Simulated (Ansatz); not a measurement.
Total density of states per atom from PBEsol in the plane-wave PAW code Ansatz, in 0.25 eV bins, energy from the valence-band maximum:

(E (eV), states/eV/atom): (-7.85, 0.00); (-7.60, 0.00); (-7.35, 0.00); (-7.10, 0.00); (-6.85, 0.00); (-6.60, 0.00); (-6.35, 0.00); (-6.10, 0.00); (-5.85, 0.00); (-5.60, 0.00); (-5.35, 0.00); (-5.10, 0.00); (-4.85, 0.00); (-4.60, 0.00); (-4.35, 0.04); (-4.10, 0.59); (-3.85, 1.03); (-3.60, 0.82); (-3.35, 0.92); (-3.10, 0.52); (-2.85, 0.60); (-2.60, 0.98); (-2.35, 1.06); (-2.10, 1.01); (-1.85, 0.75); (-1.60, 0.76); (-1.35, 0.98); (-1.10, 0.56); (-0.85, 0.57); (-0.60, 0.37); (-0.35, 0.28); (-0.10, 0.16); (0.15, 0.00); (0.40, 0.00); (0.65, 0.00); (0.90, 0.00); (1.15, 0.00); (1.40, 0.00); (1.65, 0.01); (1.90, 0.02); (2.15, 0.06); (2.40, 0.16); (2.65, 0.29); (2.90, 0.44); (3.15, 0.64); (3.40, 0.44); (3.65, 0.53); (3.90, 0.78); (4.15, 0.79); (4.40, 0.63); (4.65, 0.66); (4.90, 0.71); (5.15, 0.83); (5.40, 0.72); (5.65, 0.91); (5.90, 1.00); (6.15, 1.26)

Question: Which of these materials gives this?
A) Ag2S, Cmcm (Ag on 4c, Ag on 4b, S on 4c)
B) K2S, anti-fluorite
C) AlGaSb2, R3m (Al on 3a, Ga on 3a, Sb on 3a, Sb on 3a)
D) Mg2TeS, R3m (Mg on 3a, Mg on 3a, Te on 3a, S on 3a)

Answer: D, Mg2TeS, R3m (Mg on 3a, Mg on 3a, Te on 3a, S on 3a). Top 1 eV of the valence band: Te 5p 92 %. Bottom 1 eV of the conduction band: Mg 3s 42 %, S 3s 10 %, S 3p 5 %, outside the projected shells 35 %. Projections are on Löwdin-orthogonalised atomic valence shells; empty p or d shells of many metals are not among them.

The first step of the workflow began from a Materials Project structure, measured or hypothetical; the Crystallography Open Database copy checked does not list it. Whether it is the stable phase at ambient conditions was not checked. The PBEsol relaxation kept the symmetry of its start; its stability against distortions is not shown here. Scalar-relativistic: spin–orbit coupling is off unless named, which matters more the heavier the elements.

Potentials: the later of the program's two PAW sets.
